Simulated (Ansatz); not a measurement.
Kick test of a cell of ZrSi3O8

The cell was found from a structure generator's guess, not taken from experiment.

Computed with DFT PBE, scalar-relativistic, plane waves, PAW (Ansatz). Plane waves to 420 eV, a k mesh through Γ of 4×4×4 on the computed 12-atom cell and Gaussian smearing (0.02 eV); no spin polarisation.

The cell below (12 atoms, space group P-4m2 (No. 115)) is relaxed within its symmetry.

```
Zr Si O
1.0
     5.50055    0.00000    0.00000
     0.00000    5.50055    0.00000
     0.00000    0.00000    8.03135
Zr Si O
1 3 8
Direct
  0.50000 0.50000 0.50000
  0.00000 0.50000 0.78045
  0.50000 0.00000 0.21955
  0.00000 0.00000 0.00000
  0.00000 0.74914 0.89142
  0.50000 0.23393 0.34183
  0.23393 0.50000 0.65817
  0.74914 0.00000 0.10858
  0.00000 0.25086 0.89142
  0.50000 0.76607 0.34183
  0.76607 0.50000 0.65817
  0.25086 0.00000 0.10858
```

For the test it was strained at random (σ = 1.5 % a component), the atoms were moved at random (σ = 0.10 Å), and all was relaxed again on a coarse 4×4×2 mesh (in the run’s order of axes) with 0.10 eV smearing, with no symmetry imposed.

Question: What happens?

Answer: It doesn't return. The energy falls by 14 meV/atom on that mesh, the volume changes by -9.5 %, and the end has space group C2 (No. 5) at a loose tolerance. Relaxed again on a 4×4×4 mesh with 0.02 eV smearing, the new structure lies 14 meV/atom below the first (mesh in the axes of the run's cell; the cell below is made exact in the group named). Space group C2 (No. 5), monoclinic, a = 7.526 Å, b = 7.662 Å, c = 7.616 Å, β = 90.0°. Zr is surrounded by 4 O at 1.95–1.96 Å; Si on a site of symmetry 1 is surrounded by 4 O at 1.63–1.64 Å; around Si on a site of symmetry 2 lie 4 O at 1.63 Å; around O on its first site lie 2 Si at 1.63 Å; 3 more sites not described.

```
CELL_PARAMETERS angstrom
3.76321 -3.83092 0.00000
3.76321 3.83092 0.00000
-0.00450 0.00000 7.61559
ATOMIC_POSITIONS crystal
Zr 0.47989 0.52011 0.00000
Si 0.97516 0.47606 0.73035
Si 0.52394 0.02484 0.26965
Si 0.02307 0.97693 0.50000
O 0.04202 0.23986 0.60579
O 0.53167 0.85769 0.09026
O 0.14231 0.46833 0.90974
O 0.76014 0.95798 0.39421
O 0.03776 0.73934 0.63164
O 0.53789 0.31486 0.20868
O 0.68514 0.46211 0.79132
O 0.26066 0.96224 0.36836
```
